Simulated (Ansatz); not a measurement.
LuBPd₃ (cubic perovskite, Pm-3m) at seven volumes, DFT-r²SCAN in the program Ansatz with PAW potentials, scaled uniformly. One row is withheld.

```tsv
V (Å³/atom)	P (GPa)
14.007	18.93
14.469	11.51
14.931	5.26
15.392	-0.01
15.854	-4.45
16.316	-8.19
16.778	?
```

Problem. Fit the shown pressures and predict the withheld one.

Solution. Third-order Birch–Murnaghan: P = (3/2)B₀(x^(7/2) − x^(5/2))[1 + (3/4)(B′ − 4)(x − 1)] with x = (V₀/V)^(2/3). Least squares on the six rows gives V₀ = 15.392 Å³/atom, B₀ = 161.0 GPa, B′ = 4.67. At V = 16.778, x = 0.9441 and P = -11.36 GPa. The run itself gave -11.33 GPa.

The workflow started from an entry of the Crystallography Open Database (COD). Its standing as an ambient phase is unchecked. The r²SCAN relaxation kept the symmetry of its start; its stability against distortions is not shown here. No spin polarisation was allowed. Scalar-relativistic: spin–orbit coupling is off unless named, which matters more the heavier the elements.

Potentials: the later of the program's two PAW sets.
